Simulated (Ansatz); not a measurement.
Cell and atoms are relaxed with the symmetry kept. Start:

```yaml
crystal:
  lattice:
    - [2.81387, 0.00000, 0.00000]
    - [-1.40694, 2.43689, 0.00000]
    - [0.00000, 0.00000, 4.43202]
  atoms:
    - { symbol: Ni, position: [0.00000, 0.00000, 0.50000] }
    - { symbol: O, position: [0.66667, 0.33333, 0.71246] }
    - { symbol: O, position: [0.33333, 0.66667, 0.28754] }
```

These are results of Ansatz 0.2.0, DFT LDA, scalar-relativistic, plane waves, PAW, not measurements.

Settings: cutoff 420 eV, Γ-centred mesh 12×12×6 on the computed 3-atom cell, Gaussian smearing of 0.02 eV; no spin polarisation.

**Question.** What does it relax to?

**Answer.** The volume falls by 0.86 Å³/atom to 9.27 Å³/atom, and the energy falls by 25.3 meV/atom. Final structure:
```cif
data_structure
_symmetry_space_group_name_H-M 'P 1'
_symmetry_Int_Tables_number 1
_cell_length_a 2.7631
_cell_length_b 2.7631
_cell_length_c 4.2063
_cell_angle_alpha 90.000
_cell_angle_beta 90.000
_cell_angle_gamma 120.000
_cell_volume 27.81
loop_
_atom_site_label
_atom_site_type_symbol
_atom_site_fract_x
_atom_site_fract_y
_atom_site_fract_z
_atom_site_occupancy
Ni1 Ni 0.00000 0.00000 0.50000 1
O1 O 0.66667 0.33333 0.71859 1
O2 O 0.33333 0.66667 0.28141 1
```

Course of the relaxation (steps run on the plane waves of an earlier cell, and the basis is chosen afresh near the end, so energy and pressure can step there; trial steps that raised the energy were taken back; energies are free energies):

```
step E − E_final (meV/atom) largest force component (eV/Å) P (GPa) V (Å³/atom)
   1                    25.3                           0.807   -12.34        10.13
   2                     4.7                           0.494    -6.71         9.68
   3                    -4.3                           0.018     0.53         9.33
   4                    -3.5                           0.006    -0.07         9.46
   5                    -3.4                           0.003     0.00         9.48
   6                     0.6                           0.003    -0.67         9.48
   7                    -1.0                           0.001    -0.03         9.33
   8                     0.1                           0.001    -0.13         9.33
   9                    -0.4                           0.001     0.00         9.28
  10                     0.0                           0.001    -0.02         9.28
  11                     0.0                           0.000     0.00         9.27
  12                     0.0                           0.000     0.00         9.27
```

The cell holds layers, and where no dispersion correction was added their binding is poorly described.

Cost: 1 run of about 1.5 core-minutes, on Intel Xeon Processor @ 2.50GHz (Skylake/Cascade Lake) (shared hosts).